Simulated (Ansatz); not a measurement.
Input:

BiB:
Space group F-43m (No. 216); a = b = c = 5.5215 Å, α = β = γ = 90.00°

```json
[
 {"atom": "Bi", "site": "4c", "symmetry": "-43m", "x": "0.2500", "y": "0.2500", "z": "0.2500"},
 {"atom": "B", "site": "4a", "symmetry": "-43m", "x": "0.0000", "y": "0.0000", "z": "0.0000"}
]
```
(The calculation used a cell of 2 atoms; values per cell refer to that cell.)

This is the PBE-relaxed structure.

Problem. All from PBE in the plane-wave PAW code Ansatz, unless another level is named. Give the band gap.

Solution. 0.16 eV (direct).

Problem. Give the valence-band maximum.

Solution. at Γ.

The cell is a constructed one: a structure type filled with these elements; neither database checked (COD, Materials Project) lists it. Whether it is the stable phase at ambient conditions was not checked. The PBE relaxation kept the symmetry of its start; its stability against distortions is not shown here. Scalar-relativistic: spin–orbit coupling is off unless named, which matters more the heavier the elements.

Potentials: the later of the program's two PAW sets.
